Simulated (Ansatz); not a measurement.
SnO:
```
CELL_PARAMETERS angstrom
      3.29219     0.00000     0.00000
      0.00000     5.67778     0.00000
      0.00000     0.00000     3.70639
ATOMIC_POSITIONS crystal
  Sn 0.00000 0.23592 0.53471
  Sn 0.50000 0.76408 0.03471
  O  0.00000 0.88207 0.71529
  O  0.50000 0.11793 0.21529
```

x, y and z are the axes in which the lattice vectors are written.

Question: Give the proper piezoelectric stress tensor with relaxed ions from LDA (plane waves, PAW; program Ansatz).

Answer: In C/m², rows x, y, z, Voigt columns; mesh uncertainty up to 0.01.
```
 0.00   0.00   0.00   0.00  -0.58   0.00
 0.00   0.00   0.00   0.32   0.00   0.00
-0.69   0.19  -1.40   0.00   0.00   0.00
```

The elastic tensor of the same run (GPa):

```json
[
 {"": "1", "1": "117", "2": "5.9", "3": "21.8", "4": "0.0", "5": "0.0", "6": "0.0"},
 {"": "2", "1": "5.9", "2": "45.0", "3": "15.5", "4": "0.0", "5": "0.0", "6": "0.0"},
 {"": "3", "1": "21.8", "2": "15.5", "3": "25.6", "4": "0.0", "5": "0.0", "6": "0.0"},
 {"": "4", "1": "0.0", "2": "0.0", "3": "0.0", "4": "17.7", "5": "0.0", "6": "0.0"},
 {"": "5", "1": "0.0", "2": "0.0", "3": "0.0", "4": "0.0", "5": "25.5", "6": "0.0"},
 {"": "6", "1": "0.0", "2": "0.0", "3": "0.0", "4": "0.0", "5": "0.0", "6": "7.3"}
]
```

Question: Convert to strain constants d = e·S.

Answer: In pC/N:
```
  0.0    0.0    0.0    0.0  -22.8    0.0
  0.0    0.0    0.0   18.3    0.0    0.0
  7.3   30.3  -79.0    0.0    0.0    0.0
```

Space group Pmn2_1. The workflow started from a Materials Project entry (that database holds measured and hypothetical structures alike); the Crystallography Open Database copy checked does not list it. It is not the phase usual at ambient conditions (space group No. 129). The cell was relaxed with LDA under the symmetry of its start; phonons on a q-mesh show no instability. A crystal of weakly bound layers computed without a dispersion correction: the cell and the soft elastic constants depend strongly on that. Scalar-relativistic: spin–orbit coupling is off unless named, which matters more the heavier the elements.

Potentials: the later of the program's two PAW sets.
